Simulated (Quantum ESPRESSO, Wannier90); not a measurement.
Wannier functions of Mg$_{2}$Sn (Fm-3m)

```xyz
3
Lattice="0.0000 3.3802 3.3802 3.3802 0.0000 3.3802 3.3802 3.3802 0.0000" Properties=species:S:1:pos:R:3 pbc="T T T"
Mg     1.6901     1.6901     1.6901
Mg    -1.6901    -1.6901    -1.6901
Sn     0.0000     0.0000     0.0000
```

Materials Project entry mp-2343; symmetrised, unrelaxed at this level. COD (Crystallography Open Database) has the formula in 2 space groups, this one among them (matched by group alone). Method: PBEsol plane waves in Quantum ESPRESSO 7.5 (PseudoDojo norm-conserving files, 68 Ry, no spin polarisation, no spin-orbit coupling), Bloch states on a 8×8×8 mesh through Γ, Wannier90 4.0.1. Density: 12×12×12 mesh, Gaussian smearing 0.01 Ry. Spin-orbit coupling is left out although heavy elements are present.

A tight-binding model is made by disentanglement and projection with no localisation steps (num_iter = 0), so the 12 orbitals stay atom-like: hydrogen-like Mg: s;p; Sn: s;p, axes along x, y, z; frozen window up to 1.50 eV relative to the Fermi level. It follows pw.x to 4.5 meV rms for states up to 1.0 eV relative to the Fermi level. Matrix elements depend on this choice of orbitals and windows.

**Question.** Which pairs of orbitals on different sites are coupled most strongly? Give distance, modulus and how many such pairs a cell has.

**Answer.** 
```
orbital  orbital  distance of the centres (Å)  modulus (eV)  pairs
-------  -------  ---------------------------  ------------  -----
Mg px      Mg px                         3.38          1.70      2
Mg pz      Mg pz                         3.38          1.70      2
Mg py      Mg py                         3.38          1.70      2
Mg pz       Mg s                         3.38          0.98      4
Mg px       Mg s                         3.38          0.98      4
Mg py       Mg s                         3.38          0.98      4
Mg s       Sn px                         2.93          0.97      8
Mg s       Sn pz                         2.93          0.97      8
Mg s       Sn py                         2.93          0.97      8
Mg s        Sn s                         2.93          0.89      8
Mg px      Sn py                         2.93          0.80      8
Mg pz      Sn px                         2.93          0.80      8
Mg py      Sn px                         2.93          0.80      8
Mg py      Sn pz                         2.93          0.80      8
Mg pz      Sn py                         2.93          0.80      8
Mg px      Sn pz                         2.93          0.80      8
Mg px       Sn s                         2.93          0.79      8
Mg py       Sn s                         2.93          0.79      8
Mg pz       Sn s                         2.93          0.79      8
Mg py      Mg py                         3.38          0.56      4
Mg pz      Mg pz                         3.38          0.56      4
Mg px      Mg px                         3.38          0.56      4
Mg s        Mg s                         3.38          0.48      6
Mg px      Mg pz                         3.38          0.46      4
Mg px      Mg py                         3.38          0.46      4
Mg py      Mg pz                         3.38          0.46      4
Mg px      Sn px                         2.93          0.33      8
Mg pz      Sn pz                         2.93          0.33      8
Mg py      Sn py                         2.93          0.33      8
Mg px      Mg px                         6.76          0.31      2
```
